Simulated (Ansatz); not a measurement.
Bi2Se3:
Space group R-3m, hexagonal axes (No. 166); a = 4.1488 Å, b = 4.1488 Å, c = 29.4800 Å, α = 90.00°, β = 90.00°, γ = 120.00°

```csv
atom,site,symmetry,x,y,z
Bi,6c,3m,0.0000,0.0000,0.3990
Se,3a,-3m,0.0000,0.0000,0.0000
Se,6c,3m,0.0000,0.0000,0.2151
```
(The calculation used a cell of 5 atoms; values per cell refer to that cell.)

Relaxed with r²SCAN+D4.

Which orbitals make up the states near the band edges in DFT-r²SCAN+D4 in the program Ansatz with PAW potentials?

Top 1 eV of the valence band: Se 4p 84 %, Bi 6s 10 %. Bottom 1 eV of the conduction band: Bi 6p 64 %, Se 4p 21 %, Se 4s 10 %. Projections are on Löwdin-orthogonalised atomic valence shells; empty p or d shells of many metals are not among them.

Tabulate the density of states.

States/eV per cell of 5 atoms, in 0.25 eV bins, energy from the valence-band maximum.

```tsv
E (eV)	total	Se 4p	Bi 6p	Se 4s
-7.85	0.00	0.00	0.00	0.00
-7.60	0.00	0.00	0.00	0.00
-7.35	0.00	0.00	0.00	0.00
-7.10	0.00	0.00	0.00	0.00
-6.85	0.00	0.00	0.00	0.00
-6.60	0.00	0.00	0.00	0.00
-6.35	0.00	0.00	0.00	0.00
-6.10	0.00	0.00	0.00	0.00
-5.85	0.00	0.00	0.00	0.00
-5.60	0.00	0.00	0.00	0.00
-5.35	0.25	0.14	0.11	0.01
-5.10	1.74	0.95	0.73	0.04
-4.85	2.09	1.16	0.88	0.04
-4.60	1.52	0.87	0.61	0.02
-4.35	1.97	1.15	0.77	0.02
-4.10	3.14	1.90	1.15	0.05
-3.85	3.89	2.41	1.34	0.08
-3.60	4.08	2.55	1.36	0.10
-3.35	4.83	3.05	1.59	0.12
-3.10	4.31	2.87	1.28	0.09
-2.85	4.63	3.11	1.34	0.09
-2.60	5.00	3.42	1.38	0.10
-2.35	3.91	2.71	1.02	0.08
-2.10	3.26	2.37	0.74	0.07
-1.85	3.46	2.84	0.48	0.05
-1.60	4.39	3.86	0.35	0.05
-1.35	4.52	4.16	0.18	0.03
-1.10	4.39	3.91	0.18	0.03
-0.85	3.90	3.29	0.17	0.03
-0.60	4.80	4.02	0.16	0.02
-0.35	1.79	1.47	0.08	0.02
-0.10	0.12	0.10	0.01	0.00
0.15	0.00	0.00	0.00	0.00
0.40	0.00	0.00	0.00	0.00
0.65	0.00	0.00	0.00	0.00
0.90	0.07	0.01	0.04	0.01
1.15	0.24	0.04	0.16	0.03
1.40	0.89	0.18	0.58	0.09
1.65	2.53	0.62	1.59	0.20
1.90	3.31	0.89	2.08	0.19
2.15	3.69	1.09	2.28	0.17
2.40	5.33	1.69	3.20	0.16
2.65	3.71	1.23	2.17	0.08
2.90	3.68	1.26	2.13	0.07
3.15	3.33	1.15	1.95	0.05
3.40	2.84	0.95	1.67	0.05
3.65	3.15	1.09	1.83	0.05
3.90	2.93	1.06	1.68	0.04
4.15	4.21	1.60	2.32	0.04
4.40	2.34	0.95	1.23	0.03
4.65	2.68	0.82	1.01	0.02
4.90	2.87	0.75	0.91	0.02
5.15	2.22	0.55	0.63	0.01
5.40	1.85	0.34	0.38	0.01
```

The cell was relaxed with r²SCAN+D4 under the symmetry of its start. Spin–orbit coupling is left out wherever it is not named.

Potentials: the later of the program's two PAW sets.
